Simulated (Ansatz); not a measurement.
## Cd$_{4}$Se$_{3}$S: computed properties

The calculation used Ansatz 0.2.0, DFT PBE, scalar-relativistic, plane waves, PAW.

Settings: cutoff 420 eV, Γ-centred mesh 6×6×6 on the computed 8-atom cell, Gaussian smearing of 0.02 eV; no spin polarisation.

The structure is relaxed at this level of theory with its symmetry kept, and needn't be the ground state of this composition.

```cif
data_structure
_symmetry_space_group_name_H-M 'P-43m'
_symmetry_Int_Tables_number 215
_cell_length_a 6.1279
_cell_length_b 6.1279
_cell_length_c 6.1279
_cell_angle_alpha 90.000
_cell_angle_beta 90.000
_cell_angle_gamma 90.000
_cell_volume 230.11
loop_
_atom_site_label
_atom_site_type_symbol
_atom_site_symmetry_multiplicity
_atom_site_Wyckoff_symbol
_atom_site_fract_x
_atom_site_fract_y
_atom_site_fract_z
_atom_site_occupancy
Cd1 Cd 4 e 0.75610 0.75610 0.24390 1
Se1 Se 3 c 0.00000 0.50000 0.50000 1
S1 S 1 a 0.00000 0.00000 0.00000 1
```

- Space group: P-43m (No. 215)
- Volume per atom: 28.76 Å³
- Formation energy from the elements' standard states (uncorrected): -0.635 eV/atom
- Kohn–Sham band gap: 0.60 eV, direct at Γ
- Orbital (Löwdin) character of the top 1 eV of the valence band: Se 4p 78 %, S 3p 13 %
- Orbital (Löwdin) character of the lowest 1 eV of the conduction band: Cd 5s 54 %, Se 4p 21 %, Se 4s 11 %
- Electron masses at the edge by direction of the standard setting (m_e; one valley, along these axes only; no spin-orbit coupling): x: 0.067; y: 0.067; z: 0.067
- Hole masses at the edge by direction of the standard setting (m_e; one valley, along these axes only; no spin-orbit coupling): x: 0.76, 0.76, 0.070; y: 0.76, 0.76, 0.070; z: 0.76, 0.76, 0.070
- Bader charge by site (e): Cd (4 in the cell) 0.76, Se (3 in the cell) -0.73, S (1 in the cell) -0.85

The cell was found from a structure generator's guess, not taken from experiment. Kohn–Sham gaps at this level usually fall short of measured ones. Löwdin shares on free-atom orbitals overweight diffuse shells in the empty bands.
